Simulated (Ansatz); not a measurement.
An Ansatz (an electronic-structure program) run. Input:

Ansatz 0.2 input:
```yaml
crystal:
  lattice:
    - [-2.0265561914, 2.0265561914, 2.0265561914]
    - [2.0265561914, -2.0265561914, 2.0265561914]
    - [2.0265561914, 2.0265561914, -2.0265561914]
  atoms:
    - { symbol: Na, position: [0.0, 0.0, 0.0] }
kpoints:
  mp_grid: { grid: [30, 30, 30] }
hamiltonian:
  xc: lda
  pseudopotentials: { azcp: { folder: ./paw }, kind: paw }
scf:
  occupations: { method: fermi_dirac, width: 0.1 }
elastic: { mode: relaxed_ion, stencil: two_point, amplitude: 0.005, f_tol: 0.0005 }
```

Output (shortened):

```
Pseudopotential: Na, paw, valence charge 9
Functional definition: SPW92
Crystal: 1 atoms, lattice volume = 33.292 Å³
Basis set: ecut = 420 eV, 627 PW (Γ)
Bands: 9, of which v1, the nominal top of the filled ones, is band 5 counted from 1 (4 counted from 0)
Symmetry: 48 space group operations
Space group: Im-3m (ITA 229), of the structure as read, at distance tolerance 3.2e-5 Å
k-points: 752 of 27000
SCF iter   1: F=—  HF=-1466.629033 eV  |F-HF|=—  |Δ(HF+E_count)|=         —  Δρ=9.60e-3  dr2=2.46e-2  ethr=3.10e-3  ⟨swp⟩=5.6  Hψ=44763  notcnv=0
preconditioner: auto → Kerker (q_TF=auto, 2.194 Å⁻¹)
SCF iter   2: F=—  HF=-1466.617955 eV  |F-HF|=—  |Δ(HF+E_count)|=   1.11e-2  Δρ=3.60e-3  dr2=6.91e-3  ethr=2.74e-4  ⟨swp⟩=2.9  Hψ=16980  notcnv=0  defer=1
SCF iter   3: F=—  HF=-1466.615735 eV  |F-HF|=—  |Δ(HF+E_count)|=   2.22e-3  Δρ=1.61e-3  dr2=1.50e-3  ethr=7.68e-5  ⟨swp⟩=2.0  Hψ=9005  notcnv=0  defer=3
SCF iter   4: F=—  HF=-1466.615356 eV  |F-HF|=—  |Δ(HF+E_count)|=   3.79e-4  Δρ=1.79e-4  dr2=9.07e-6  ethr=1.66e-5  ⟨swp⟩=1.0  Hψ=6823  notcnv=0  defer=3
SCF iter   5: F=—  HF=-1466.615366 eV  |F-HF|=—  |Δ(HF+E_count)|=   9.86e-6  Δρ=3.68e-5  dr2=3.40e-7  ethr=1.01e-7  ⟨swp⟩=2.5  Hψ=10175  notcnv=0  defer=3
SCF iter   6: F=—  HF=-1466.615366 eV  |F-HF|=—  |Δ(HF+E_count)|=   2.46e-7  Δρ=8.05e-6  dr2=1.37e-8  ethr=3.78e-9  ⟨swp⟩=2.0  Hψ=9639  notcnv=0  defer=3
SCF iter   7: F=—  HF=-1466.615366 eV  |F-HF|=—  |Δ(HF+E_count)|=   2.14e-8  Δρ=9.29e-7  dr2=1.99e-10  ethr=1.53e-10  ⟨swp⟩=1.7  Hψ=7288  notcnv=0  defer=3
SCF iter   8: F=—  HF=-1466.615366 eV  |F-HF|=—  |Δ(HF+E_count)|=  4.23e-10  Δρ=8.48e-8  dr2=1.35e-12  ethr=2.21e-12  ⟨swp⟩=1.6  Hψ=7172  notcnv=0  defer=3
SCF iter   9: F=-1466.615366 eV  HF=-1466.615366 eV  |F-HF|=2.27e-13  |Δ(HF+E_count)|=  4.09e-12  Δρ=8.14e-9  dr2=1.01e-14  ethr=1.00e-12  ⟨swp⟩=4.6  Hψ=20930  notcnv=0
SCF 1 converged in 9 iterations: F = -1466.615366 eV  dr2 = 1.01e-14
Crystal: 1 atoms, lattice volume = 33.125 Å³
Symmetry: 16 space group operations
k-points: 1992 of 27000
iter 1 solved again at ethr=4.84e-8 eV; its pass at ethr=3.10e-3 eV (dr2=4.35e-6 eV) is discarded
SCF iter   1: F=—  HF=-1466.615325 eV  |F-HF|=—  |Δ(HF+E_count)|=         —  Δρ=4.69e-5  dr2=8.72e-7  ethr=4.84e-8  ⟨swp⟩=3.2  Hψ=175221  notcnv=0  defer=38
preconditioner: auto → none
SCF iter   2: F=—  HF=-1466.615324 eV  |F-HF|=—  |Δ(HF+E_count)|=   2.95e-7  Δρ=1.87e-5  dr2=1.14e-7  ethr=9.69e-9  ⟨swp⟩=2.8  Hψ=27028  notcnv=0  defer=38
SCF iter   3: F=—  HF=-1466.615324 eV  |F-HF|=—  |Δ(HF+E_count)|=   2.14e-8  Δρ=4.58e-6  dr2=7.28e-9  ethr=1.26e-9  ⟨swp⟩=1.0  Hψ=17889  notcnv=0  defer=38
SCF iter   4: F=—  HF=-1466.615324 eV  |F-HF|=—  |Δ(HF+E_count)|=  3.68e-10  Δρ=2.10e-7  dr2=1.48e-11  ethr=8.09e-11  ⟨swp⟩=1.5  Hψ=21655  notcnv=0  defer=38
SCF iter   5: F=-1466.615324 eV  HF=-1466.615324 eV  |F-HF|=4.55e-13  |Δ(HF+E_count)|=  2.18e-11  Δρ=7.83e-9  dr2=1.09e-14  ethr=1.00e-12  ⟨swp⟩=3.9  Hψ=72646  notcnv=0
SCF 2 converged in 5 iterations: F = -1466.615324 eV  dr2 = 1.09e-14
Crystal: 1 atoms, lattice volume = 33.458 Å³
Basis set: ecut = 420 eV, 643 PW (Γ)
iter 1 solved again at ethr=5.65e-10 eV; its pass at ethr=3.10e-3 eV (dr2=5.08e-8 eV) is discarded
SCF iter   1: F=—  HF=-1466.615351 eV  |F-HF|=—  |Δ(HF+E_count)|=         —  Δρ=8.54e-5  dr2=5.08e-8  ethr=5.65e-10  ⟨swp⟩=2.4  Hψ=165622  notcnv=0  defer=32
preconditioner: auto → none
SCF iter   2: F=—  HF=-1466.615354 eV  |F-HF|=—  |Δ(HF+E_count)|=   3.70e-6  Δρ=4.27e-5  dr2=1.27e-8  ethr=5.65e-10  ⟨swp⟩=1.0  Hψ=17889  notcnv=0  defer=32
SCF iter   3: F=—  HF=-1466.615356 eV  |F-HF|=—  |Δ(HF+E_count)|=   1.23e-6  Δρ=2.49e-7  dr2=7.87e-12  ethr=1.41e-10  ⟨swp⟩=1.0  Hψ=17889  notcnv=0  defer=32
SCF iter   4: F=-1466.615356 eV  HF=-1466.615356 eV  |F-HF|=4.55e-13  |Δ(HF+E_count)|=  5.23e-12  Δρ=8.20e-9  dr2=1.72e-14  ethr=1.00e-12  ⟨swp⟩=4.9  Hψ=56959  notcnv=0
SCF 3 converged in 4 iterations: F = -1466.615356 eV  dr2 = 1.72e-14
Crystal: 1 atoms, lattice volume = 33.291 Å³
Basis set: ecut = 420 eV, 635 PW (Γ)
Symmetry: 8 space group operations
k-points: 3736 of 27000
iter 1 solved again at ethr=2.19e-8 eV; its pass at ethr=3.10e-3 eV (dr2=1.97e-6 eV) is discarded
SCF iter   1: F=—  HF=-1466.615347 eV  |F-HF|=—  |Δ(HF+E_count)|=         —  Δρ=4.82e-5  dr2=1.17e-7  ethr=2.19e-8  ⟨swp⟩=3.4  Hψ=328846  notcnv=0  defer=62
preconditioner: auto → Kerker (q_TF=auto, 2.194 Å⁻¹)
SCF iter   2: F=—  HF=-1466.615348 eV  |F-HF|=—  |Δ(HF+E_count)|=   1.01e-6  Δρ=2.54e-5  dr2=6.09e-8  ethr=1.30e-9  ⟨swp⟩=1.0  Hψ=33606  notcnv=0  defer=62
SCF iter   3: F=—  HF=-1466.615348 eV  |F-HF|=—  |Δ(HF+E_count)|=   3.54e-7  Δρ=7.02e-6  dr2=2.73e-9  ethr=6.77e-10  ⟨swp⟩=1.0  Hψ=33560  notcnv=0  defer=62
SCF iter   4: F=—  HF=-1466.615348 eV  |F-HF|=—  |Δ(HF+E_count)|=   3.09e-8  Δρ=4.76e-7  dr2=2.51e-11  ethr=3.03e-11  ⟨swp⟩=1.0  Hψ=33799  notcnv=0  defer=62
SCF iter   5: F=—  HF=-1466.615348 eV  |F-HF|=—  |Δ(HF+E_count)|=  1.50e-11  Δρ=9.88e-8  dr2=7.78e-13  ethr=2.79e-13 (applied; sched 1.00e-12)  ⟨swp⟩=2.0  Hψ=50356  notcnv=0  defer=64
SCF iter   6: F=-1466.615348 eV  HF=-1466.615348 eV  |F-HF|=4.55e-13  |Δ(HF+E_count)|=    0.00e0  Δρ=3.44e-8  dr2=6.81e-14  ethr=1.00e-12  ⟨swp⟩=4.5  Hψ=101993  notcnv=0
SCF 4 converged in 6 iterations: F = -1466.615348 eV  dr2 = 6.81e-14
Crystal: 1 atoms, lattice volume = 33.291 Å³
iter 1 solved again at ethr=1.41e-10 eV; its pass at ethr=3.10e-3 eV (dr2=1.27e-8 eV) is discarded
SCF iter   1: F=—  HF=-1466.615347 eV  |F-HF|=—  |Δ(HF+E_count)|=         —  Δρ=4.30e-5  dr2=1.27e-8  ethr=1.41e-10  ⟨swp⟩=2.1  Hψ=309227  notcnv=0  defer=49
preconditioner: auto → Kerker (q_TF=auto, 2.194 Å⁻¹)
SCF iter   2: F=—  HF=-1466.615348 eV  |F-HF|=—  |Δ(HF+E_count)|=   9.78e-7  Δρ=2.17e-5  dr2=3.24e-9  ethr=1.41e-10  ⟨swp⟩=1.0  Hψ=33559  notcnv=0  defer=49
SCF iter   3: F=—  HF=-1466.615348 eV  |F-HF|=—  |Δ(HF+E_count)|=   3.36e-7  Δρ=5.87e-8  dr2=1.89e-12  ethr=3.60e-11  ⟨swp⟩=1.0  Hψ=33559  notcnv=0  defer=49
SCF iter   4: F=—  HF=-1466.615348 eV  |F-HF|=—  |Δ(HF+E_count)|=  4.55e-13  Δρ=3.44e-8  dr2=5.81e-13  ethr=1.00e-12  ⟨swp⟩=4.5  Hψ=101953  notcnv=0
SCF iter   5: F=-1466.615348 eV  HF=-1466.615348 eV  |F-HF|=0.00e0  |Δ(HF+E_count)|=  2.27e-13  Δρ=1.52e-8  dr2=8.09e-14  ethr=1.00e-12  ⟨swp⟩=2.4  Hψ=111606  notcnv=0
SCF 5 converged in 5 iterations: F = -1466.615348 eV  dr2 = 8.09e-14
SCF converged after 9 iterations
Free energy (F): -1466.615366 eV
Harris-Foulkes:  -1466.615366 eV  (|F-HF|=2.27e-13)
Internal energy: -1466.600704 eV  (E = F + TS)
E sigma→0 (E₀):  -1466.608035 eV
Entropy (-TS):   -0.014663 eV (-14.663 meV/atom)
Fermi energy:    1.975760 eV
--- Per-component energies (eV) ---
  E_band       = -237.889566
  E_kinetic    = 113.090806
  E_local      = -1565.230866  (includes V_loc(G=0)·N_el)
  E_nonlocal   = 278.930465
  E_hartree    = 540.435848
  E_xc         = -35.501382
  E_vxc        = -46.199291  (∫ρ·V_xc dr)
  E_paw        = -274.832172  (= ΣΔE_a)
  E_vpaw       = -99.352390  (= ΣTr[D̂ρ^β])
  E_aug_tail   = 0.000015  (compensation charges beyond the density's cutoff)
  E_ewald      = -523.634307
  E_core_change = 0.140890  (= ΣΔE_core)
  E_smearing   = -0.014663  (= −TS)
  E_closure    = 0.000000  (closes the sum)
  Σ components = -1466.615366   (vs F -1466.615366, Δ=0.00e0)
  [band-id]    e_kinetic+e_local+e_nonlocal+2·e_hartree+e_vxc+e_vpaw+e_augmentation_tail = -237.889566   (vs E_band -237.889566, Δ=1.00e-7)
--- Forces (eV/Å), atoms counted from 1 ---
  atom   1  Na     0.00000000     0.00000000     0.00000000
  max |Σ_I F_I| component: 0.0 eV/Å
--- Stress (GPa, compression-positive) ---
        0.014627       0.000000       0.000000
        0.000000       0.014627       0.000000
        0.000000       0.000000       0.014627
  P = ⅓ Tr σ = 0.0146 GPa (0.146 kbar)
--- Band table (eV; the first three rows and the last of 752) ---
  k-point 0: bands = ["-50.4322", "-22.9165", "-22.9165", "-22.9165", "-1.5414", "14.3102", "14.3102", "14.3102", "15.4849"]
  k-point 1: bands = ["-50.4321", "-22.9171", "-22.9167", "-22.9165", "-1.5203", "14.0171", "14.1504", "14.2277", "15.1433"]
  k-point 2: bands = ["-50.4320", "-22.9188", "-22.9173", "-22.9165", "-1.4570", "13.2580", "13.7929", "14.0195", "14.8166"]
  k-point 751: bands = ["-50.4257", "-22.9544", "-22.9544", "-22.9544", "6.7289", "6.7289", "7.1997", "7.1997", "7.1997"]
--- Elastic constants: 2 strain directions × 2 members + reference (group order 48) ---
  dense FFT box of the reference and of every strained cell: 24×24×24
  strains applied: 11, 23; error gains: componentwise 1.00 (the most a stress slope's error grows in a printed constant), spectral 1.73 (1 for all six strains …
  C = ∂σ_k/∂η_j (tension-positive GPa; Voigt order 11 22 33 23 13 12):
        10.208      8.610      8.610      0.000      0.000      0.000
         8.610     10.208      8.610      0.000      0.000      0.000
         8.610      8.610     10.208      0.000      0.000      0.000
         0.000      0.000      0.000      6.988      0.000      0.000
         0.000      0.000      0.000      0.000      6.988      0.000
         0.000      0.000      0.000      0.000      0.000      6.988
  reference stress σ⁰ (GPa):     -0.015     -0.015     -0.015      0.000      0.000      0.000
  C* (energy form; C + prestress term) asymmetry max|C*_kj − C*_jk| = 5.329e-15 GPa — a small one proves nothing (zero by symmetry where the batch's group is …
  moduli (Voigt/Reuss/Hill, GPa): K = 9.14/9.14/9.14   G = 4.51/1.71/3.11   E = 8.38   ν = 0.347
  mechanically stable: yes (min eigenvalue of sym C = 1.60 GPa)
  where every solve meets its electron count the energy-path curvature estimates C_jj along a normal strain and C_jj − ¼(σ⁰_aa + σ⁰_bb) along a shear (ab), of …
  strain η (Voigt 11):  stress-route row diagonal C_11 = 10.21 GPa, energy-path curvature d²(F+E_count+ΔE)/dδ²/Ω₀ = 10.21 GPa
         δ    σ_11 (GPa)             F (eV)   n_scf  n_hpsi   n_pw
    -5.000e-3      -0.0665       -1466.6153244       5  340363    682   relax 0 steps, max|allowed force component| 0.00e0 eV/Å
     5.000e-3       0.0355       -1466.6153555       4  284313    682   relax 0 steps, max|allowed force component| 0.00e0 eV/Å
  strain η (Voigt 23):  stress-route row diagonal C_44 = 6.99 GPa, energy-path curvature d²(F+E_count+ΔE)/dδ²/Ω₀ = 7.00 GPa
         δ    σ_23 (GPa)             F (eV)   n_scf  n_hpsi   n_pw
    -5.000e-3      -0.0349       -1466.6153483       6  630958    682   relax 0 steps, max|allowed force component| 0.00e0 eV/Å
     5.000e-3       0.0349       -1466.6153483       5  638562    682   relax 0 steps, max|allowed force component| 0.00e0 eV/Å
```

Cost: roughly 7 core-minutes on shared cores.

The cell was relaxed with LDA under the symmetry of its start; phonons on a q-mesh show no instability. As this level gives no gap, shear constants depend on the k-mesh and smearing (Fermi–Dirac, 0.1 eV here).

Potentials: the earlier of the program's two PAW sets.

Ansatz is a plane-wave DFT program.
